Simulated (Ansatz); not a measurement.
Cs2ZrF6 (space group P-3m1)

```
CELL_PARAMETERS angstrom
      6.35260     0.00000     0.00000
     -3.17630     5.50152     0.00000
      0.00000     0.00000     4.99722
ATOMIC_POSITIONS crystal
  Cs 0.66667 0.33333 0.30363
  Cs 0.33333 0.66667 0.69637
  Zr 0.00000 0.00000 0.00000
  F  0.84722 0.15278 0.77803
  F  0.15278 0.84722 0.22197
  F  0.84722 0.69443 0.77803
  F  0.15278 0.30557 0.22197
  F  0.30557 0.15278 0.77803
  F  0.69443 0.84722 0.22197
```

The slice is a (-1 1 0 0) plane (indices of the conventional cell) through the point (0.667, 0.333, 0.304) (fractional), spanned by u = [001] and v = [110] in vectors of this cell: u (5.00 Å) and v (6.35 Å, at 90° to u). It covers one period; positions are fractions (u, v).

Computed with PBEsol (plane waves to 420 eV, PAW, scalar-relativistic; Ansatz, a program for electronic structure). k mesh 6×6×7. Inside the PAW spheres the values are not all-electron values, and peaks at nuclei hang on which shells count as valence. Cs2ZrF6 is run without spin polarisation. Cs2ZrF6 was relaxed with its symmetry unable to fall.

Q: Predict the map of the electron localisation function (ELF) on the slice.

A: 
```
|xxxx##@@@@%%::            --%%@@@@##xx|
|**##@@@@@@**..            ..##@@@@@@##|
|@@@@@@@@##::                --%%@@@@@@|
|@@@@@@%%==      ::--::..      ++%%@@@@|
|####**--      ::==++==--..    ..--++##|
|......      ..--++**++==..          ..|
|            ..--++++++--..            |
|::..          ..------::      ..------|
|##++::          ......      ..++##%%%%|
|%%##==                      ==##%%@@@@|
|@@%%**..                  ::**%%%%xxxx|
|%%@@**..                  ::**%%%%xxxx|
|@@%%**..                  ::**%%%%xxxx|
|%%##==                      ==##%%@@@@|
|##++::          ......      ..++##%%%%|
|::..          ..------::      ..------|
|            ..--++++++--..            |
|......      ..--++**++==..          ..|
|####**--      ::==++==--..    ..--++##|
|@@@@@@%%==      ::--::..      ++%%@@@@|
|@@@@@@@@##::                --%%@@@@@@|
|**##@@@@@@**..            ..##@@@@@@##|
|xxxx##@@@@%%::            --%%@@@@##xx|
|xxxx**@@@@%%--            ==%%@@@@**xx|
```
Scale: ten equal steps from 0.00 (start of ' ') to 0.90 (end of '@'), in the order ' .:-=+*#%@'. Values: electron localisation function (ELF). The map has 19 points along u (two characters each, u = 0 at the left) and 24 along v (v = 0 in the bottom row). Points within 0.4 Å of a nucleus are blanked (x), as the pseudised field means little there.
